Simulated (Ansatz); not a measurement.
# Moving the choice of potentials or basis in NaLaMnMoO6

Space group Cm (No. 8). a = 9.445 Å, b = 5.474 Å, c = 5.485 Å, α = 90.00°, β = 125.39°, γ = 90.00°
```
atom  site  symmetry       x       y       z
  Na    2a         m  0.7502  0.5000  0.7446
  La    2a         m  0.7512  0.0000  0.2571
  Mn    2a         m  0.4992  0.0000  0.4992
  Mo    2a         m  0.5011  0.5000  0.0011
   O    4b         1  0.0330  0.7480  0.2852
   O    2a         m  0.2519  0.0000  0.1877
   O    2a         m  0.2478  0.5000  0.8112
   O    4b         1  0.9665  0.7476  0.7153
```

The cell comes from a database or a generator and needn't be the stable form of this composition.

Kept alike: task single point; functional PBE; k mesh 6 × 6 × 6; occupations fermi-dirac, width 0.05 eV; collinear spin, ferromagnetic start. Program: Ansatz. Cutoffs run from 900 to 1800 eV. The mesh is that of the run's cell of 10 atoms. No spin-orbit coupling.

| choice of potentials or basis | pressure (GPa) | moment of the cell (μB) |
| --- | --- | --- |
| Ansatz NC | 0.58 | 2.09 |
| Ansatz PAW (files of its older set among them) | 0.31 | 1.95 |
| JTH PAW | 0.96 | 1.96 |
| PseudoDojo standard (PBE files) | 0.77 | 2.21 |
| SPMS NC | 1.20 | 2.20 |

Pressure is positive in compression, with a Pulay correction for the finite cutoff. For a metal such a mesh leaves the last digits unconverged. The runs hold the magnetic state that their start led to, which needn't be the lowest.

Q: What does the choice of potentials or basis change here?

A: The pressure runs from 0.31 (Ansatz PAW (files of its older set among them)) to 1.20 GPa (SPMS NC). The moment of the cell runs from 1.95 (Ansatz PAW (files of its older set among them)) to 2.21 μB (PseudoDojo standard (PBE files)).
